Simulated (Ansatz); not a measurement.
In2TeO2 in space group P-3m1 (No. 164; In on 2d, Te on 1b, O on 2d) under volume change, PBEsol (plane waves, PAW; program Ansatz), shape and atoms relaxed at each volume.

```
V (Å³/atom)  E − E(relaxed) (meV/atom)  P (GPa)
-----------  -------------------------  -------
15.866                             ___      ___
16.389                            21.2     6.95
16.912                             5.0     3.12
17.435                             0.0     0.00
17.959                             ___      ___
18.482                            16.9    -4.88
19.005                            35.8    -6.59
```

### Question
Some entries are withheld; supply them.

### Answer

- 15.866, E − E(relaxed) (meV/atom): 51.2
- 15.866, P (GPa): 11.55
- 17.959, E − E(relaxed) (meV/atom): 4.5
- 17.959, P (GPa): -2.67

### Question
What does a third-order Birch–Murnaghan fit give for V₀, B₀ and B′?

### Answer
V₀ = 17.43 Å³/atom, B₀ = 96.1 GPa, B′ = 5.3.

The start of the workflow was typed in or built on a structure type; neither database checked (COD, Materials Project) lists it. Its standing as an ambient phase is unchecked. The cell was relaxed with PBEsol under the symmetry of its start; whether a distortion lowers the energy is not shown. Spin–orbit coupling is left out wherever it is not named.

Potentials: the later of the program's two PAW sets.
